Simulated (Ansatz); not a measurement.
AlAu$_{4}$: what symmetry allows forces and stress to be

```yaml
crystal:
  lattice:
    - [2.38873, -1.81139, -0.07226]
    - [2.38873, 1.81139, -0.07226]
    - [-1.27691, 0.00000, 11.26892]
  atoms:
    - { symbol: Al, position: [0.00000, 0.00000, 0.00000] }
    - { symbol: Au, position: [0.59129, 0.59129, 0.81301] }
    - { symbol: Au, position: [0.20904, 0.20904, 0.62347] }
    - { symbol: Au, position: [0.79096, 0.79096, 0.37653] }
    - { symbol: Au, position: [0.40871, 0.40871, 0.18699] }
```

These are results of DFT PBEsol, scalar-relativistic, plane waves, PAW (Ansatz 0.2.0), not measurements.

Settings: cutoff 420 eV, Γ-centred mesh 12×12×4 on the computed 5-atom cell, Gaussian smearing of 0.10 eV; no spin polarisation.

This distorted cell has space group C2/m, with 4 operations.

Question: Without a calculation: in which directions can each atom feel a force?

Answer: A force must be left unchanged by every operation that keeps its atom in place, so it lies in the space that those operations leave fixed. Atoms that the group maps onto each other feel forces of one size.
```tsv
atom	site symmetry	operations at the site	equivalent to atom	allowed force (Cartesian)
Al1	2/m	4	1	none
Au2	m	2	2	in the plane normal to (0.00, 1.00, 0.00)
Au3	m	2	3	in the plane normal to (0.00, 1.00, 0.00)
Au4	m	2	3	in the plane normal to (0.00, 1.00, 0.00)
Au5	m	2	2	in the plane normal to (0.00, 1.00, 0.00)
```

That leaves 4 independent force components of 15. A relaxation in this cell that keeps the symmetry moves the atoms in these directions alone.

Question: And the stress tensor?

Answer: It must be invariant under the point group, which leaves 4 independent components: yz, xy vanish.

Question: Do the computed values obey this?

Answer: Yes. Forces (eV/Å):
```
Al1  0.000  0.000  0.000
Au2  0.686  0.000  1.425
Au3 -0.605  0.000 -1.302
Au4  0.605  0.000  1.302
Au5 -0.686  0.000 -1.425
```

Stress (GPa, compression positive, xx yy zz yz xz xy): -8.30 -11.15 -8.40 0.00 2.33 0.00. The program imposes the same operations on density, forces and stress, so this confirms the analysis and is no independent test of the calculation.

Spin–orbit coupling is left out, which can shift energies with elements as heavy as these.